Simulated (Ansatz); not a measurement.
## Relaxing an invented ZrInF₃ structure

Computed with DFT PBE, scalar-relativistic, plane waves, PAW (Ansatz 0.2.0). Cutoff 420 eV, Gaussian smearing, Γ-centred meshes. Cell and atoms relax first on a coarse mesh and then on a finer one. In between, the cell is made exact in the group found at 0.06 Å. In metals the finer mesh still leaves noise of several meV/atom or more. The steps can't lower the symmetry of their start. No spin polarisation in the relaxation; trial moments died out in a coarse test.

A trial structure of ZrInF₃ was built thus: perovskite family, tilts a0a0a0, polar shift along [001] (P4mm, No. 99) (A site In; B site Zr; X site F). Its size is a rough estimate.

```
CELL_PARAMETERS angstrom
3.98340 0.00000 0.00000
0.00000 3.98340 0.00000
0.00000 0.00000 3.98340
ATOMIC_POSITIONS crystal
Zr 0.00000 0.00000 0.96686
In 0.50000 0.50000 0.46686
F 0.00000 0.50000 0.00000
F 0.50000 0.00000 0.00000
F 0.00000 0.00000 0.50000
```

The zero of energy is the elements' standard structures at the same level (F₂ as a molecule); no fitted shifts are applied.

Question: Where does the relaxation end?

Answer: The symmetry stays P4mm (No. 99). The volume per atom grows by 79.0 %, from 12.6 to 22.6 Å³. The shortest distance goes from 1.86 Å (Zr–F) to 1.94 Å (Zr–F). The ratio c/a of the conventional cell changes by a factor of 1.63. The energy falls by about 0.69 eV/atom (the start's value is from the coarse mesh). The end is written in a standard setting, so origin, axes and order of atoms can differ from the start's. Conventional cell: a = 4.112 Å, c = 6.691 Å. Zr is surrounded by 1 F at 1.94 Å, 4 F at 2.09 Å and 4 In at 3.63 Å; around In lie 4 F at 3.27 Å, 4 Zr at 3.63 Å, 4 F at 3.89 Å and 4 In at 4.11 Å; F on a site of symmetry 2mm has 2 Zr at 2.09 Å, 2 F at 2.59 Å, 4 F at 2.91 Å and 2 In at 3.27 Å; F on a site of symmetry 4mm has 1 Zr at 1.94 Å, 4 F at 2.59 Å and 4 In at 3.89 Å.

```
Zr In F
1.0
     4.11174    0.00000    0.00000
     0.00000    4.11174    0.00000
     0.00000    0.00000    6.69126
Zr In F
1 1 3
Direct
  0.00000 0.00000 0.00215
  0.50000 0.50000 0.32607
  0.00000 0.50000 0.94691
  0.50000 0.00000 0.94691
  0.00000 0.00000 0.71168
```

Question: Give its energy and gap.

Answer: The energy over the elements is −2.32 eV/atom and the gap on the 10×10×6 mesh of the 5-atom cell is 0 eV (a metal).

A negative formation energy is needed for stability but isn't enough: competing phases decide.

The last run used Gaussian smearing of 0.10 eV. No dispersion correction is applied, so the spacing and binding between layers, chains or molecules are poorly described. Symmetry constrained the relaxation, so the result can be a saddle point. In all, the 3 runs took 22 min on 1 thread of Arm Neoverse N1, on a shared host.
